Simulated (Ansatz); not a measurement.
SiC:
```cif
data_C2Si2
_chemical_formula_sum 'Si2 C2'
_space_group_name_H-M_alt 'P63mc'
_space_group_IT_number 186
_space_group_name_Hall 'P 6c -2c'
_cell_length_a 3.09198
_cell_length_b 3.09198
_cell_length_c 5.07435
_cell_angle_alpha 90.000
_cell_angle_beta 90.000
_cell_angle_gamma 120.000
loop_
_atom_site_label
_atom_site_type_symbol
_atom_site_symmetry_multiplicity
_atom_site_Wyckoff_symbol
_atom_site_fract_x
_atom_site_fract_y
_atom_site_fract_z
_atom_site_occupancy
Si1 Si 2 b 0.66667 0.33333 0.00052 1
C1 C 2 b 0.33333 0.66667 0.12468 1
```

Relaxed at zero pressure with PBE (plane waves, PAW; program Ansatz).

Q: The volume is lowered by 9 % and shape and atoms relax at that volume. What pressure results, and how do the axes share the change?

A: 24.2 GPa; a -3.1 %, b -3.1 %, c -3.2 %; the energy rises by 66 meV/atom.

Q: Give the new structure.

A: 
Space group P6₃mc (No. 186); a = b = 2.9972 Å, c = 4.9143 Å, α = β = 90.00°, γ = 120.00°

```json
[
 {"atom": "Si", "site": "2b", "symmetry": "3m.", "x": "0.6667", "y": "0.3333", "z": "0.0005"},
 {"atom": "C", "site": "2b", "symmetry": "3m.", "x": "0.3333", "y": "0.6667", "z": "0.1247"}
]
```

The phase is kept; no other phase was compared at this pressure.

Space group P6_3mc (wurtzite). The cell was relaxed with PBE under the symmetry of its start.

Potentials: the later of the program's two PAW sets.
